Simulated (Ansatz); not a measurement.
SiSe2:
```xyz
6
Lattice="-3.0393 4.4121 2.9036 3.0393 -4.4121 2.9036 3.0393 4.4121 -2.9036" Properties=species:S:1:pos:R:3 pbc="T T T"
Se     1.7301     3.2436     2.9036
Se     1.3092    -1.1685     2.9036
Se     1.7301     5.5806     0.0000
Se     1.3092     1.1685     0.0000
Si     0.0000     0.0000     4.3554
Si     0.0000     0.0000     1.4518
```

Relaxed with LDA.

Q: Map the electron localisation function on the plane through (0.868, 0.785, 0.652) spanned by u = [1, 0, 1] and v = [0, 1, 1] in lattice vectors, from LDA (plane waves, PAW; program Ansatz).

A: x is the fraction of u, y of v (the angle between them is 90°; rows are the nearest grid lines); atoms in the plane: Se at (0.00, 0.00), Se at (0.50, 0.93), Se at (0.76, 0.50), Se at (0.26, 0.43).
```
y \ x   0.000  0.100  0.175  0.275  0.375  0.450  0.550  0.625  0.725  0.825  0.900   1.00
------  -----  -----  -----  -----  -----  -----  -----  -----  -----  -----  -----  -----
1.00    0.093  0.749  0.434  0.029  0.814  0.780  0.792  0.790  0.059  0.590  0.879  0.093
0.933   0.554  0.829  0.498  0.040  0.862  0.611  0.477  0.706  0.080  0.342  0.855  0.554
0.833   0.866  0.829  0.195  0.035  0.839  0.817  0.618  0.500  0.110  0.053  0.570  0.866
0.767   0.701  0.384  0.030  0.030  0.555  0.760  0.566  0.323  0.242  0.172  0.087  0.701
0.700   0.098  0.034  0.130  0.284  0.088  0.482  0.357  0.246  0.506  0.658  0.150  0.098
0.600   0.023  0.282  0.846  0.858  0.433  0.049  0.126  0.422  0.612  0.840  0.811  0.023
0.533   0.028  0.578  0.859  0.808  0.797  0.100  0.121  0.593  0.333  0.767  0.858  0.028
0.467   0.026  0.574  0.806  0.259  0.863  0.317  0.120  0.712  0.508  0.757  0.831  0.026
0.400   0.029  0.450  0.701  0.174  0.877  0.459  0.079  0.761  0.855  0.851  0.678  0.029
0.300   0.152  0.240  0.536  0.732  0.811  0.150  0.019  0.311  0.850  0.638  0.078  0.152
0.233   0.475  0.249  0.354  0.633  0.382  0.049  0.082  0.035  0.400  0.089  0.172  0.475
0.167   0.673  0.413  0.218  0.312  0.069  0.357  0.696  0.151  0.028  0.087  0.720  0.673
0.0667  0.376  0.631  0.295  0.037  0.554  0.850  0.884  0.797  0.029  0.577  0.874  0.376
0.000   0.093  0.749  0.434  0.029  0.814  0.780  0.792  0.790  0.059  0.590  0.879  0.093
```

The density is the valence pseudo-density with augmentation charge, so density and ELF within about 1 Å of a nucleus are not all-electron values.

Space group Ibam. The cell was relaxed with LDA under the symmetry of its start. A crystal of weakly bound chains computed without a dispersion correction: the cell and the soft elastic constants depend strongly on that.

Potentials: the later of the program's two PAW sets.
